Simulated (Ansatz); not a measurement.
The start is a relaxed Au cell displaced along its unstable phonon at q = (½, ½, 0) of its primitive reciprocal cell (43i cm⁻¹), largest move 0.15 Å. Cell shape, volume and atoms are optimised at zero target pressure with PBE (plane waves to 420 eV, PAW, scalar-relativistic; Ansatz, a program for electronic structure). First-step values are on the input's coarse k-mesh.

Ansatz input (later rounds restart from its end on a renewed k-mesh):
Ansatz 0.2 input:
```yaml
crystal:
  lattice:
    - [5.4966623266, 0, 0]
    - [2.7483311633, 2.7483311633, 0]
    - [0, 0, 2.7483311633]
  atoms:
    - { symbol: Au, position: [0, 0, 0.0545785755] }
    - { symbol: Au, position: [0.5, 0, -0.0545785755] }
basis: { ecutwfc: 420, ecutrho_ratio: 4, xc_grid: 2, fft_grid_basis: typed }
kpoints: { mp_grid: { grid: [12, 12, 12] } }
hamiltonian:
  xc: pbe
  dispersion: none
  pseudopotentials: { azcp: { folder: ./paw }, kind: paw }
scf: { occupations: { method: fermi_dirac, width: 0.05 } }
relax: { f_tol: 0.01, max_steps: 100, cell: { stress_tol: 0.02 } }
output: { forces: true, stress: true }
```

Task: How much energy is released per atom?

Result: 0.18 eV/atom.

Task: How does the volume change?

Result: -12.8 %, from 20.76 to 18.11 Å³/atom.

Task: Does it find its way back to the structure it was made from?

Result: It does not go back: it reaches I4/mmm (No. 139), AFLOW prototype A_tI2_139_a (A_a), 0.18 eV/atom below the parent.

Task: How do the shortest distances between atoms change?

Result: The closest pairs of elements (up to four, under 3.6 Å), start → end: Au–Au 2.75 → 2.88 Å.

Task: Is the relaxed structure metallic? Give its gap.

Result: No gap (metallic).

Task: What does it relax into? Give the structure.

Result: 
Space group I4/mmm (No. 139); a = 3.5022 Å, b = 3.5022 Å, c = 2.9523 Å, α = 90.00°, β = 90.00°, γ = 90.00°

| atom | site | symmetry | x | y | z |
|---|---|---|---|---|---|
| Au | 2b | 4/mmm | 0.0000 | 0.0000 | 0.5000 |
(The calculation used a cell of 1 atom; values per cell refer to that cell.)

Final values are on a 20×20×20 k-mesh of the relaxed cell. No spin polarisation in the result.

The run could not lose the symmetry of its start: the end is stationary, and may be a saddle point rather than a minimum.

The relaxed structure here is a generated cell of Au: the first start was made by placing the elements on the sites of a structure type, and the end was not matched to a known phase here, so it may be hypothetical. Known forms of Au include space group No. 225.
